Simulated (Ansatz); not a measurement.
Si2MoN4:
```
CELL_PARAMETERS angstrom
      2.88715     0.00000     0.00000
     -1.44357     2.50034     0.00000
      0.00000     0.00000    20.82811
ATOMIC_POSITIONS crystal
  Mo 0.33333 0.66667 0.25000
  Mo 0.66667 0.33333 0.75000
  N  0.66667 0.33333 0.30967
  N  0.33333 0.66667 0.80967
  N  0.33333 0.66667 0.69033
  N  0.66667 0.33333 0.19033
  Si 0.66667 0.33333 0.39286
  Si 0.33333 0.66667 0.89286
  Si 0.33333 0.66667 0.60714
  Si 0.66667 0.33333 0.10714
  N  0.00000 0.00000 0.41660
  N  0.00000 0.00000 0.91660
  N  0.00000 0.00000 0.58340
  N  0.00000 0.00000 0.08340
```

Relaxed with r²SCAN+D4. Special points in fractions of this cell's reciprocal vectors: Γ (0.000, 0.000, 0.000); M (0.500, 0.000, 0.000); K (0.333, 0.333, 0.000); A (0.000, 0.000, 0.500); L (0.500, 0.000, 0.500); H (0.333, 0.333, 0.500).

Q: List the band energies nearest the valence-band maximum at these points for DFT-r²SCAN+D4 in the program Ansatz with PAW potentials.

A: In eV from the valence-band maximum; about four levels below and three above (degenerate sets whole), none deeper than 8.9 eV; points with the same levels are listed once.

| k | below | above |
|---|---|---|
| Γ | -2.77 -2.77 -2.77 -2.77 -2.29 -0.11 0.00 | 2.95 2.95 2.95 2.95 |
| M | -2.15 -2.15 -1.98 -1.13 -1.08 | 2.74 2.85 3.19 |
| K | -2.61 -2.31 -0.43 -0.39 | 1.84 1.84 4.34 4.34 |
| A | -2.52 -2.52 -0.05 -0.05 | 2.95 2.95 2.95 2.95 |
| L | -2.13 -2.13 -1.10 -1.10 | 2.79 2.79 3.21 3.21 |
| H | -2.40 -2.40 -0.41 -0.41 | 1.84 1.84 4.34 4.34 |

Space group P6_3/mmc. The start of the workflow was typed in or built on a structure type; neither database checked (COD, Materials Project) lists it. Whether it is the stable phase at ambient conditions was not checked. Symmetry was held in the r²SCAN+D4 relaxation; its stability against distortions is not shown here. The workflow began spin-polarised and lost its moments. Scalar-relativistic: spin–orbit coupling is off unless named, which matters more the heavier the elements.

Potentials: the earlier of the program's two PAW sets.
